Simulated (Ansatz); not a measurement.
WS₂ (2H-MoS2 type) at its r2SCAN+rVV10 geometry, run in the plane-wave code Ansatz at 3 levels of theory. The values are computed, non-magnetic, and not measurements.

The LDA input:
```yaml
crystal:
  lattice:
    - [3.1699463526, 0.0, 0.0]
    - [-1.5849731763, 2.74525407, 0.0]
    - [0.0, 0.0, 12.4910704373]
  atoms:
    - { symbol: W, position: [0.3333333333, 0.6666666667, 0.25] }
    - { symbol: W, position: [0.6666666667, 0.3333333333, 0.75] }
    - { symbol: S, position: [0.6666666667, 0.3333333333, 0.3751079149] }
    - { symbol: S, position: [0.6666666667, 0.3333333333, 0.1248920851] }
    - { symbol: S, position: [0.3333333333, 0.6666666667, 0.8751079149] }
    - { symbol: S, position: [0.3333333333, 0.6666666667, 0.6248920851] }
kpoints:
  mp_grid: { grid: [12, 12, 2] }
  band_path:
    path:
      - [0.0, 0.0, 0.0]
      - [0.5, 0.0, 0.0]
      - [0.3333333333, 0.3333333333, 0.0]
      - [0.0, 0.0, 0.5]
      - [0.5, 0.0, 0.5]
      - [0.3333333333, 0.3333333333, 0.5]
      - [0.171875, 0.174479, 0.0]
    npoints: 1
hamiltonian:
  xc: lda
scf:
  occupations: { method: fixed }
  n_extra_bands: 5
output:
  forces: true
  stress: true
  eigenvalues: true
  write_density: true
  write_potential: true
  elf: true
  volumetric_format: npy
```

Main results, then, where recorded, the levels near the gap in eV from the Fermi energy (columns number the bands from 0), one row a point of the path (Γ, M, K, A, L, H, K–Γ (0.48)):
```
Crystal: 6 atoms, lattice volume = 108.701 Å³
Symmetry: 24 space group operations
Space group: P63/mmc (ITA 194)
```
```
Basis set: ecut = 420 eV, 2105 PW (Γ)
k-points: 38 of 288
SCF converged after 7 iterations
Free energy (F): -23743.320972 eV
Fermi energy:    11.095721 eV
--- Forces (eV/Å), atoms counted from 1 ---
  atom   1  W       0.00000      0.00000      0.00000
  atom   2  W       0.00000      0.00000      0.00000
  atom   3  S       0.00000      0.00000    -0.29407
  atom   4  S       0.00000      0.00000      0.29407
  atom   5  S       0.00000      0.00000    -0.29407
  atom   6  S       0.00000      0.00000      0.29407
--- Stress (GPa, compression-positive) ---
       -5.190213       0.000000       0.000000
        0.000000      -5.190213       0.000000
        0.000000       0.000000      -3.768705
  P = ⅓ Tr σ = -4.7164 GPa (-47.164 kbar)
```
```tsv
band_22	band_23	band_24	band_25	band_26	band_27	band_28
-2.238	-1.526	-1.173	0.000	2.263	2.263	2.270
-1.947	-1.780	-1.655	-1.498	2.197	2.236	2.524
-2.868	-2.868	-0.757	-0.575	1.174	1.174	2.063
-2.259	-2.259	-0.313	-0.313	2.260	2.260	2.260
-1.864	-1.864	-1.565	-1.565	2.215	2.215	2.676
-3.007	-3.007	-0.676	-0.676	1.174	1.174	2.560
-2.063	-1.824	-1.545	-1.517	0.964	1.788	2.059
```

With LDA the valence top lies at Γ and the conduction bottom at K–Γ (0.48 of the way from K), 0.96 eV higher; the smallest vertical gap, at K, is 1.75 eV.

PBE+SOC. Against the first input these blocks differ (the band path and keys that only write files left aside):
```yaml
hamiltonian:
  xc: pbe
scf:
  occupations: { method: fermi_dirac, width: 0.02 }
  n_extra_bands: 10
magnetization:
  noncollinear: true
  spin_orbit: true
```

```
Basis set: ecut = 420 eV, 2105 PW (Γ)
k-points: 38 of 288
SCF converged after 9 iterations
Free energy (F): -24432.001639 eV
Fermi energy:    11.869038 eV
--- Forces (eV/Å), atoms counted from 1 ---
  atom   1  W       0.00000      0.00000      0.00000
  atom   2  W       0.00000      0.00000      0.00000
  atom   3  S       0.00000      0.00000      0.19213
  atom   4  S       0.00000      0.00000    -0.19213
  atom   5  S       0.00000      0.00000      0.19213
  atom   6  S       0.00000      0.00000    -0.19213
--- Stress (GPa, compression-positive) ---
        2.749012       0.000000       0.000000
        0.000000       2.749012       0.000000
        0.000000       0.000000       4.152222
  P = ⅓ Tr σ = 3.2167 GPa (32.167 kbar)
```
```tsv
band_44	band_45	band_46	band_47	band_48	band_49	band_50	band_51	band_52	band_53	band_54	band_55	band_56	band_57
-2.635	-2.635	-2.090	-2.090	-1.580	-1.580	-0.481	-0.481	1.699	1.699	1.704	1.704	1.717	1.717
-2.518	-2.518	-2.433	-2.433	-2.070	-2.070	-1.972	-1.972	1.661	1.661	1.698	1.698	2.166	2.166
-3.454	-3.454	-3.383	-3.383	-1.364	-1.364	-0.903	-0.903	0.676	0.676	0.712	0.712	1.705	1.705
-2.657	-2.657	-2.657	-2.657	-0.792	-0.792	-0.792	-0.792	1.705	1.705	1.705	1.705	1.746	1.746
-2.465	-2.465	-2.465	-2.465	-2.022	-2.022	-2.022	-2.022	1.682	1.682	1.682	1.682	2.262	2.262
-3.584	-3.584	-3.516	-3.516	-1.353	-1.353	-0.931	-0.931	0.681	0.681	0.711	0.711	2.138	2.138
-2.603	-2.603	-2.398	-2.398	-2.121	-2.121	-1.888	-1.888	0.511	0.511	1.322	1.322	1.622	1.622
```

PBE+SOC gives an indirect gap of 0.99 eV, from Γ to K–Γ (0.48 of the way from K); the least direct gap is 1.58 eV at K. The mean pressure at these positions is +3.22 GPa, compression counted positive.

r2SCAN. Against the first input these blocks differ (the band path and keys that only write files left aside):
```yaml
hamiltonian:
  xc: r2scan
```

```
Basis set: ecut = 500 eV, 2763 PW (Γ)
k-points: 38 of 288
SCF converged after 7 iterations
Free energy (F): -24423.281762 eV
Fermi energy:    11.240550 eV
--- Forces (eV/Å), atoms counted from 1 ---
  atom   1  W       0.00000      0.00000      0.00000
  atom   2  W       0.00000      0.00000      0.00000
  atom   3  S       0.00000      0.00000    -0.05210
  atom   4  S       0.00000      0.00000      0.05210
  atom   5  S       0.00000      0.00000    -0.05210
  atom   6  S       0.00000      0.00000      0.05210
--- Stress (GPa, compression-positive) ---
        1.312585       0.000000       0.000000
        0.000000       1.312585       0.000000
        0.000000       0.000000       1.124052
  P = ⅓ Tr σ = 1.2497 GPa (12.497 kbar)
```
```tsv
band_22	band_23	band_24	band_25	band_26	band_27	band_28
-2.392	-1.713	-1.152	0.000	2.434	2.434	2.442
-2.150	-1.983	-1.752	-1.589	2.371	2.411	2.713
-3.092	-3.092	-0.773	-0.602	1.296	1.296	2.327
-2.414	-2.414	-0.333	-0.333	2.429	2.429	2.429
-2.066	-2.066	-1.660	-1.660	2.389	2.389	2.847
-3.226	-3.226	-0.695	-0.695	1.296	1.296	2.812
-2.257	-2.014	-1.610	-1.576	1.151	1.944	2.234
```

With r2SCAN the valence top lies at Γ and the conduction bottom at K–Γ (0.48 of the way from K), 1.15 eV higher; the smallest vertical gap, at K, is 1.90 eV. The mean pressure at these positions is +1.25 GPa, compression counted positive.

Totals of different functionals, or with and without spin-orbit coupling, can't be compared.

Only the levels marked +SOC include spin-orbit coupling.
